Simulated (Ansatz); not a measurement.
Single points with r2SCAN in Ansatz 0.2.0, PAW, spin-restricted, at the geometries given.

**Question.** Rank them by pressure, from most stretched to most compressed.
A.
Cu3AsSe4 (500 eV, 7×7×7 mesh on the cell that ran, as a rule the primitive one, fermi-dirac 0.0173 eV)
```
Cu As Se
1.0
     0.00000    5.64652    0.00000
     5.64652    0.00000    0.00000
     2.82326    2.82326   -5.62568
Cu As Se
3 1 4
Cartesian
  2.8233 2.8233 0.0000
  2.8233 5.6465 -2.8128
  5.6465 2.8233 -2.8128
  0.0000 0.0000 0.0000
  4.1903 4.1903 -1.4772
  7.0135 4.2795 -4.1485
  1.4562 1.4562 -1.4772
  4.2795 7.0135 -4.1485
```
B.
ScF3 (500 eV, 6×6×6 mesh on the cell that ran, as a rule the primitive one, fermi-dirac 0.1 eV)
```
Sc F
1.0
     2.50557    4.33978    0.00000
    -2.50557    4.33978    0.00000
     0.00000   -2.89319    4.72169
Sc F
2 6
Cartesian
  0.0000 0.0000 0.0000
  0.0000 2.8932 2.3608
  1.5808 2.7380 3.5413
  -0.6560 4.3398 3.5413
  -0.9248 1.6018 3.5413
  -1.5808 3.0484 1.1804
  0.6560 1.4466 1.1804
  0.9248 4.1846 1.1804
```
C.
Mo (500 eV, 15×15×15 mesh on the cell that ran, as a rule the primitive one, fermi-dirac 0.1 eV)
Space group Im-3m (No. 229). a = 3.185 Å, b = 3.185 Å, c = 3.185 Å, α = 90.00°, β = 90.00°, γ = 90.00°
```csv
atom,site,symmetry,x,y,z
Mo,2a,m-3m,0.0000,0.0000,0.0000
```

**Answer.** C (-8.3 GPa), A (-2.9 GPa), B (8.6 GPa).

Origins: Mo, a database entry at a rescaled volume; Cu3AsSe4, a known structure type with other elements, at an estimated volume; ScF3, a database entry at a rescaled volume. Caveats for one or more cells: many states at the Fermi level without spin polarisation, so a magnetic state may lie lower.
